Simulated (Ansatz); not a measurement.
Zr₃SnO₈ on the sites of the rutile structure, 12 atoms and 98 valence electrons in a cell of about 152 Å³, was run 10 times in Ansatz 0.2.0, each time on 1 × NVIDIA H100 80GB HBM3 with 2 threads of AMD EPYC 7R13 Processor (Zen 3), with other jobs on the host. The times are single readings and vary with the host's load.

```
                   run  k mesh  irreducible k  cutoff (eV)  plane waves  bands  SCF iterations  wall time  peak host memory (GiB)
       relaxation, PBE   4×4×4             21          420         3049     61              59       17 s                     1.2
    relaxation, r2SCAN   6×6×4             39          500         3871     61              34          ?                       ?
            bands, PBE   6×6×4             39          420         2977     56               7       16 s                     1.3
  single point, r2SCAN   6×6×4             39          500         3871     56               9       30 s                     1.3
   single point, HSE06   4×4×2             14          420         2977     56              19       79 s                     2.8
 single point, PBE+SOC   6×6×4             39          420         2977    112              11          ?                       ?
field response, r2SCAN   4×4×4             36          500         3871     61              16          ?                       ?
    relaxation, PBEsol   6×6×4             39          420         2949     61              47          ?                       ?
     Γ phonons, PBEsol   4×4×4             36          420         2949     61              17       89 s                     2.9
    single point, PBE0   4×4×2             14          420         2977     56              20          ?                       ?
```

(1) Estimate the missing times and memories.

Answers

(1)
```tsv
run	wall time	peak host memory (GiB)
relaxation, r2SCAN	26 s	1.2
single point, PBE+SOC	22 s	1.3
relaxation, PBEsol	23 s	1.2
single point, PBE0	74 s	2.8
field response, r2SCAN	2.6 min	3.5
```

Only the levels marked +SOC include spin-orbit coupling.
